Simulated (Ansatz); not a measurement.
Here is the system:

AlBO₃:
```yaml
crystal:
  lattice:
    - [2.23766, 1.29191, 4.57911]
    - [-2.23766, 1.29191, 4.57911]
    - [0.00000, -2.58383, 4.57911]
  atoms:
    - { symbol: Al, position: [0.50000, 0.50000, 0.50000] }
    - { symbol: Al, position: [0.00000, 0.00000, 0.00000] }
    - { symbol: B, position: [0.75000, 0.75000, 0.75000] }
    - { symbol: B, position: [0.25000, 0.25000, 0.25000] }
    - { symbol: O, position: [0.75000, 0.44126, 0.05874] }
    - { symbol: O, position: [0.25000, 0.55874, 0.94126] }
    - { symbol: O, position: [0.05874, 0.75000, 0.44126] }
    - { symbol: O, position: [0.94126, 0.25000, 0.55874] }
    - { symbol: O, position: [0.44126, 0.05874, 0.75000] }
    - { symbol: O, position: [0.55874, 0.94126, 0.25000] }
```

This is the PBEsol-relaxed structure. Cartesian axes are those of the cell as given.

**Question.** All from PBEsol in the plane-wave PAW code Ansatz, unless another level is named. Predict the electron effective mass.

**Answer.** 0.89, 0.89, 0.97 mₑ (principal values).

**Question.** And the formation energy from the elements (no fitted shifts)?

**Answer.** -2.75 eV/atom.

**Question.** What about the hole effective mass, band 1 of 2 at the edge?

**Answer.** 2.9 along x, 2.3 along z (mₑ).

**Question.** What about the weight of the conduction-edge state by species (Voronoi cells)?

**Answer.** B 52 %, O 35 %, Al 13 %.

Space group R-3c. The workflow started from a Materials Project entry (that database holds measured and hypothetical structures alike); the Crystallography Open Database files this formula in space group No. 167, but the cells were not matched. Whether it is the stable phase at ambient conditions was not checked. The cell was relaxed with PBEsol under the symmetry of its start; phonons on a q-mesh show no instability. The references are the lowest solids computed at this level, not always the standard phases (solids in place of the gases).

Potentials: the later of the program's two PAW sets.

Edges and masses are those of Kohn–Sham bands, whose gap is no quasiparticle gap.
